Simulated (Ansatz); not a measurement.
The start is a generated cell, As placed in the diamond structure type. The cell and all atomic positions are relaxed at zero pressure with r2SCAN (plane waves to 500 eV, PAW, scalar-relativistic; Ansatz, a first-principles code). First-step values are on the input's coarse k-mesh.

Ansatz input (later rounds restart from its end on a renewed k-mesh):
Ansatz 0.2 input:
```yaml
crystal:
  lattice:
    - [0, 2.748187, 2.748187]
    - [2.748187, 0, 2.748187]
    - [2.748187, 2.748187, 0]
  atoms:
    - { symbol: As, position: [0.25, 0.25, 0.25] }
    - { symbol: As, position: [0, 0, 0] }
basis: { ecutwfc: 500, ecutrho_ratio: 4, xc_grid: 4, fft_grid_basis: typed }
kpoints: { mp_grid: { grid: [7, 7, 7] } }
hamiltonian:
  xc: r2scan
  dispersion: none
  pseudopotentials: { azcp: { folder: ./paw }, kind: paw }
scf: { occupations: { method: fermi_dirac, width: 0.05 } }
relax: { f_tol: 0.01, max_steps: 100, cell: { stress_tol: 0.02 } }
output: { forces: true, stress: true }
```

Task: What pressure does the first self-consistent step give?

Result: +26 GPa (positive: the cell is compressed).

Task: How much energy is released per atom?

Result: 0.47 to 0.49 eV/atom (the two k-meshes of the run give this range).

Task: How does the volume change?

Result: +33.6 %, from 20.76 to 27.74 Å³/atom.

Task: How do the shortest distances between atoms change?

Result: The closest pairs of elements (up to four, under 3.6 Å), start → end: As–As 2.38 → 2.62 Å.

Task: What band gap does the relaxed structure have at this level?

Result: No gap (metallic).

Task: Give the final cell and atomic positions.

Result: 
Space group Fd-3m, origin choice 1 (No. 227); a = b = c = 6.054 Å, α = β = γ = 90.00°

| atom | site | symmetry | x | y | z |
|---|---|---|---|---|---|
| As | 8b | -43m | 0.5000 | 0.5000 | 0.5000 |
(The calculation used a cell of 2 atoms; values per cell refer to that cell.)

The space group stays Fd-3m (No. 227) (the run could not lower it); the end is diamond type, with 2 atoms in the primitive cell. Final values are on a 13×13×13 k-mesh of the relaxed cell. No spin polarisation in the result.

The run could not lower the symmetry of its start; a shaken copy of this end point relaxes with r2SCAN to R-3m (No. 166), 0.42 eV/atom lower.

The relaxed structure here is a generated cell of As: the first start was made by placing the elements on the sites of a structure type, and the end was not matched to a known phase here, so it may be hypothetical. Known forms of As include space group No. 166.
